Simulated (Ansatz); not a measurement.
# How far is PAW off for AlRu?

```
CELL_PARAMETERS angstrom
2.99160 -0.02992 -0.02992
-0.02992 2.99160 -0.02992
-0.02992 -0.02992 2.99160
ATOMIC_POSITIONS crystal
Al 0.00000 0.00000 0.00000
Ru 0.50000 0.50000 0.50000
```

Atom numbers follow the list: Al1, Ru2.

The geometry is COD entry 1527371, unchecked; take it as a test cell. The listed cell was then made from it by scaling, straining or moving an atom.

Spin polarisation is left out, and whether a magnetic state lies lower isn't shown here.

Methods: DFT, PBEsol, PAW with Ansatz's default frozen-core files, scalar-relativistic (Ansatz 0.2.0); DFT, PBEsol, all-electron LAPW, scalar-relativistic (Ansatz 0.2.0).

For PAW: a Γ-centred 12×12×12 k mesh, Fermi–Dirac smearing of 0.05 eV, cutoff 420 eV, no spin polarisation; the PAW files were made with PBE, and the program remakes their frozen cores for this functional. LAPW targets a basis error of 1 meV/atom. The Ansatz runs share mesh, smearing and spin set-up. Plane-wave (PAW) pressures include the program's estimate of the Pulay term.

Stress and pressure are positive in compression.

The change that made this cell: equal xy, yz and zx engineering shear strains of -2 %.

PAW results:

```
       quantity    PAW
 pressure (GPa)  -3.12
stress yz (GPa)   2.78
stress xz (GPa)   2.78
stress xy (GPa)   2.78
```

**Question.** What does LAPW (all electrons) give for the same quantities?

**Answer.** 
```tsv
quantity	LAPW
pressure (GPa)	-3.17
stress yz (GPa)	2.78
stress xz (GPa)	2.78
stress xy (GPa)	2.78
```
